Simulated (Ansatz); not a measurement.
Bulk PbS, relaxed with plane-wave PAW r²SCAN+D4 (Ansatz code):

```
CELL_PARAMETERS angstrom
      2.07042    -5.91259     0.00000
      2.07042     5.91259     0.00000
      0.00000     0.00000     4.26252
ATOMIC_POSITIONS crystal
  Pb 0.87129 0.12871 0.75000
  Pb 0.12871 0.87129 0.25000
  S  0.64460 0.35540 0.75000
  S  0.35540 0.64460 0.25000
```

One layer is taken out and relaxed. What does that cost?

107 meV/atom, or 24 meV/Å² of layer.

What lattice and gap has the free layer?

a = 4.216 Å; gap 2.13 eV.

Space group P4/nmm (square). The layer was cut from a bulk entry of the Materials Project (measured or hypothetical); whether that bulk phase is the ambient one, and whether the layer has been isolated, was not checked. The r²SCAN+D4 relaxation kept the symmetry of its start; whether a distortion lowers the energy is not shown. Scalar-relativistic: spin–orbit coupling is off unless named, which matters more the heavier the elements.

Potentials: the earlier of the program's two PAW sets.
